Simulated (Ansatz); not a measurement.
SiGe:
```
SiGe
1.0
    3.92278     0.00000     0.00000
    0.00000     3.92762     0.00000
    0.00000     0.00000     5.54235
Si Ge
2 2
Cartesian
  2.94209   0.00000   4.87705
  0.98070   0.00000   0.66530
  0.98070   1.96381   2.04761
  2.94209   1.96381   3.49474
```

Relaxed with r²SCAN. Independent-particle spectrum: no excitons, no local fields, no scissors shift; 0.1 eV broadening; ε₁ of the summed bands alone.

Problem. Tabulate the dielectric function from DFT-r²SCAN in the program Ansatz with PAW potentials.

Solution. 

```
E (eV)  ε₁ xx  ε₂ xx  ε₁ yy  ε₂ yy   ε₁ zz  ε₂ zz
------  -----  -----  -----  -----  ------  -----
0.0     13.42   0.00  13.47   0.00   13.43   0.00
0.3     13.51   0.00  13.56   0.00   13.52   0.00
0.6     13.81   0.00  13.90   0.00   13.81   0.00
0.9     14.29   0.16  14.58   0.38   14.37   0.10
1.2     14.99   0.09  14.94   0.49   14.97   0.20
1.5     16.27   0.08  15.87   0.57   16.02   0.21
1.8     18.63   0.74  17.44   0.67   17.80   0.23
2.1     21.35   2.00  20.45   1.03   21.24   0.76
2.4     27.80   7.64  27.30   4.54   28.87   4.84
2.7     20.20  15.28  22.40  16.13   23.07  16.86
3.0     17.88  16.23  18.94  17.43   18.83  18.00
3.3     17.38  17.32  16.71  18.78   17.12  19.24
3.6     18.02  21.01  16.04  21.26   18.26  22.57
3.9     16.22  29.16  15.58  27.27   12.34  32.60
4.2     -9.83  36.43  -4.01  37.79  -10.20  31.63
4.5     -8.81  19.65  -9.20  21.66   -6.29  18.91
4.8     -7.84  15.25  -7.58  16.68   -7.86  16.53
5.1     -6.46  14.55  -7.59  14.99   -7.17  14.49
5.4     -8.80  13.34  -9.52  12.12   -9.02  11.34
5.7     -9.09   8.81  -9.04   8.93   -8.31   9.29
6.0     -7.70   6.97  -7.83   6.85   -7.86   6.96
6.3     -7.00   5.63  -7.00   5.62   -6.87   5.60
6.6     -6.27   4.56  -6.32   4.69   -6.26   4.66
6.9     -5.55   3.77  -5.62   3.79   -5.58   3.80
7.2     -4.91   3.13  -5.01   3.14   -4.90   3.06
7.5     -4.29   2.70  -4.23   2.66   -4.23   2.70
7.8     -3.72   2.54  -3.67   2.69   -3.68   2.57
8.1     -3.48   2.30  -3.58   2.48   -3.43   2.41
8.4     -3.19   2.06  -3.40   2.13   -3.28   2.16
8.7     -2.94   1.86  -3.10   1.81   -3.00   1.86
9.0     -2.74   1.66  -2.84   1.62   -2.70   1.68
9.3     -2.48   1.49  -2.61   1.43   -2.58   1.53
9.6     -2.30   1.33  -2.37   1.25   -2.41   1.29
9.9     -2.11   1.20  -2.16   1.10   -2.14   1.10
10.2    -1.94   1.09  -1.95   1.00   -1.93   1.03
10.5    -1.80   0.97  -1.80   0.89   -1.78   0.93
10.8    -1.65   0.87  -1.62   0.79   -1.61   0.83
11.1    -1.51   0.77  -1.45   0.73   -1.47   0.79
11.4    -1.39   0.70  -1.33   0.71   -1.36   0.71
11.7    -1.25   0.60  -1.24   0.62   -1.24   0.63
12.0    -1.11   0.56  -1.11   0.57   -1.12   0.57
```

Problem. From ε at 1.7 eV (xx: 17.79 + 0.27i), find n, k, the normal reflectivity and the absorption coefficient.

Solution. n = 4.22, k = 0.032, R = 38 %, α = 2kE/ħc = 5500 cm⁻¹.

With all bands, ε∞ without local fields is 13.5 (xx), 13.5 (yy), 13.5 (zz).

Space group Pmma. The start of the workflow was typed in or built on a structure type; neither database checked (COD, Materials Project) lists it. Its standing as an ambient phase is unchecked. Symmetry was held in the r²SCAN relaxation; whether a distortion lowers the energy is not shown. Scalar-relativistic: spin–orbit coupling is off unless named, which matters more the heavier the elements.

Potentials: the earlier of the program's two PAW sets.
